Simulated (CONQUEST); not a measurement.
Set-up for a self-consistent single point of BaTiO3 (Pm, 10 atoms in the cell; from Materials Project mp-5777, changed as shown).

```yaml
crystal:
  lattice:
    - [3.98333, 0.00000, 0.00000]
    - [0.00000, 5.72519, 0.00000]
    - [0.00000, 0.00000, 5.75068]
  atoms:
    - { symbol: Ba, position: [0.00000, 0.50000, 0.50341] }
    - { symbol: Ba, position: [0.00000, 0.00000, 0.00341] }
    - { symbol: Ti, position: [0.50000, 0.50000, 0.01850] }
    - { symbol: Ti, position: [0.50000, 0.00000, 0.51850] }
    - { symbol: O, position: [0.50000, 0.74354, 0.23489] }
    - { symbol: O, position: [0.50000, 0.25646, 0.23489] }
    - { symbol: O, position: [0.00000, 0.50699, 0.98820] }
    - { symbol: O, position: [0.50000, 0.24354, 0.73489] }
    - { symbol: O, position: [0.50000, 0.75646, 0.73489] }
    - { symbol: O, position: [0.00000, 0.00000, 0.48820] }
```

All values come from this method and carry its errors: LDA (PW92), numerical atomic orbitals double-zeta with polarisation (the shipped basis), PseudoDojo norm-conserving potentials made for LDA (CONQUEST).

CONQUEST settings:

```
key                                             value
---------------------  ------------------------------
basis                                             DZP
Diag.MPMeshX, Y, Z                              3 3 3
potentials             PseudoDojo norm-conserving LDA
Grid.GridCutoff                                175 Ha
DM.SolutionMethod                              diagon
Diag.kT                                   0.001837 Ha
Diag.GammaCentred                                true
minE.SCTolerance                              1.0e-06
SC.MaxIters                                       100
SC.LinearMixingFactor                             0.3
AtomMove.TypeOfRun                             static
```

Results:

```
Property                                                 Result
------------------------------------------------  -------------
Number of valence electrons                                  80
Number of bands                                             144
Number of k-points after the program's reduction             14
Size of the basis                                           144
Number of SCF iterations                                     11
FFT grid                                           48 × 72 × 72
Free energy E − TS                                -7475.4107 eV
Pressure                                              -7.22 GPa
Largest force (vector length)                        0.316 eV/Å
```

Forces (eV/Å):
| atom | Fx | Fy | Fz |
|---|---|---|---|
| Ba1 | 0.000 | 0.030 | 0.031 |
| Ba2 | 0.000 | -0.015 | 0.030 |
| Ti3 | 0.000 | 0.127 | 0.289 |
| Ti4 | 0.000 | -0.076 | 0.293 |
| O5 | 0.000 | -0.029 | -0.040 |
| O6 | 0.000 | 0.073 | -0.115 |
| O7 | 0.000 | -0.214 | -0.161 |
| O8 | 0.000 | -0.006 | -0.026 |
| O9 | 0.000 | 0.094 | -0.130 |
| O10 | 0.000 | 0.015 | -0.160 |

For comparison: a first run was changed to give this one (atom 7 moved by +0.04 angstrom along y), and from it to this one the free energy stays essentially unchanged (within 1 meV/atom), the pressure hardly changes (-7.25 to -7.22 GPa) and the largest force goes from 0.300 to 0.316 eV/Å.

The program uses no crystal symmetry, so grid and mesh can part values that symmetry would make equal. The atom-centred basis is finite, which shifts total energies, pressures and forces against plane waves. The structure comes from a collection of computed structures, made at another level of theory; the collection holds predicted forms beside known ones.

Cost on one core: roughly 4 core-minutes.
